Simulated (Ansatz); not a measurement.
NbAs:
```cif
data_As2Nb2
_chemical_formula_sum 'Nb2 As2'
_space_group_name_H-M_alt 'P 1'
_space_group_IT_number 1
_cell_length_a 6.37081
_cell_length_b 6.37081
_cell_length_c 6.37081
_cell_angle_alpha 148.506
_cell_angle_beta 148.506
_cell_angle_gamma 45.138
loop_
_space_group_symop_operation_xyz
  'x, y, z'
loop_
_atom_site_label
_atom_site_type_symbol
_atom_site_fract_x
_atom_site_fract_y
_atom_site_fract_z
_atom_site_occupancy
Nb1 Nb 0.99912 0.99912 0.00000 1
Nb2 Nb 0.74912 0.24912 0.50000 1
As1 As 0.41688 0.41688 0.00000 1
As2 As 0.16688 0.66688 0.50000 1
```

Relaxed with r²SCAN.

Problem. Which orbitals make up the states near the Fermi level in r²SCAN in the plane-wave PAW code Ansatz?

Solution. Within 0.5 eV of the Fermi level: Nb 4d 87 %, As 4p 10 %. Projections are on Löwdin-orthogonalised atomic valence shells; empty p or d shells of many metals are not among them.

Problem. Tabulate the density of states.

Solution. States/eV per cell of 4 atoms, in 0.25 eV bins, energy from the Fermi level.

| E (eV) | total | Nb 4d | As 4p | As 4s |
|---|---|---|---|---|
| -7.85 | 0.00 | 0.00 | 0.00 | 0.00 |
| -7.60 | 0.00 | 0.00 | 0.00 | 0.00 |
| -7.35 | 0.00 | 0.00 | 0.00 | 0.00 |
| -7.10 | 0.00 | 0.00 | 0.00 | 0.00 |
| -6.85 | 0.00 | 0.00 | 0.00 | 0.00 |
| -6.60 | 0.24 | 0.05 | 0.14 | 0.01 |
| -6.35 | 0.94 | 0.20 | 0.54 | 0.03 |
| -6.10 | 1.42 | 0.37 | 0.81 | 0.03 |
| -5.85 | 1.64 | 0.48 | 0.93 | 0.03 |
| -5.60 | 3.12 | 0.98 | 1.79 | 0.04 |
| -5.35 | 3.74 | 1.33 | 2.08 | 0.05 |
| -5.10 | 1.58 | 0.55 | 0.86 | 0.04 |
| -4.85 | 1.45 | 0.46 | 0.84 | 0.05 |
| -4.60 | 1.76 | 0.57 | 1.04 | 0.05 |
| -4.35 | 2.36 | 0.80 | 1.36 | 0.05 |
| -4.10 | 2.49 | 0.87 | 1.42 | 0.06 |
| -3.85 | 2.84 | 1.03 | 1.60 | 0.06 |
| -3.60 | 2.72 | 1.11 | 1.46 | 0.04 |
| -3.35 | 3.19 | 1.40 | 1.65 | 0.03 |
| -3.10 | 3.55 | 1.48 | 1.92 | 0.02 |
| -2.85 | 4.07 | 1.81 | 2.11 | 0.02 |
| -2.60 | 3.83 | 1.81 | 1.89 | 0.02 |
| -2.35 | 3.39 | 1.85 | 1.44 | 0.01 |
| -2.10 | 2.09 | 1.19 | 0.83 | 0.01 |
| -1.85 | 1.29 | 0.79 | 0.45 | 0.01 |
| -1.60 | 1.28 | 0.94 | 0.27 | 0.01 |
| -1.35 | 2.94 | 2.36 | 0.41 | 0.02 |
| -1.10 | 3.56 | 2.94 | 0.33 | 0.02 |
| -0.85 | 3.92 | 3.22 | 0.41 | 0.03 |
| -0.60 | 3.34 | 2.71 | 0.41 | 0.02 |
| -0.35 | 0.94 | 0.78 | 0.13 | 0.01 |
| -0.10 | 0.31 | 0.27 | 0.03 | 0.00 |
| 0.15 | 0.82 | 0.74 | 0.06 | 0.00 |
| 0.40 | 1.90 | 1.68 | 0.17 | 0.01 |
| 0.65 | 1.81 | 1.57 | 0.18 | 0.01 |
| 0.90 | 2.05 | 1.80 | 0.17 | 0.02 |
| 1.15 | 2.65 | 2.35 | 0.20 | 0.02 |
| 1.40 | 2.77 | 2.39 | 0.24 | 0.04 |
| 1.65 | 2.56 | 2.16 | 0.25 | 0.06 |
| 1.90 | 2.78 | 2.20 | 0.37 | 0.10 |
| 2.15 | 3.31 | 2.63 | 0.43 | 0.11 |
| 2.40 | 3.97 | 3.15 | 0.44 | 0.18 |
| 2.65 | 4.37 | 3.11 | 0.73 | 0.26 |
| 2.90 | 4.48 | 3.15 | 0.76 | 0.31 |
| 3.15 | 3.13 | 1.96 | 0.72 | 0.26 |
| 3.40 | 3.03 | 1.78 | 0.67 | 0.37 |
| 3.65 | 4.08 | 2.31 | 0.98 | 0.47 |
| 3.90 | 3.29 | 1.77 | 0.89 | 0.30 |

Space group I4_1md. The r²SCAN relaxation kept the symmetry of its start. The run is not spin-polarised. A small band overlap can be real or an error of a semilocal functional. Spin–orbit coupling is left out wherever it is not named.

Potentials: the later of the program's two PAW sets.
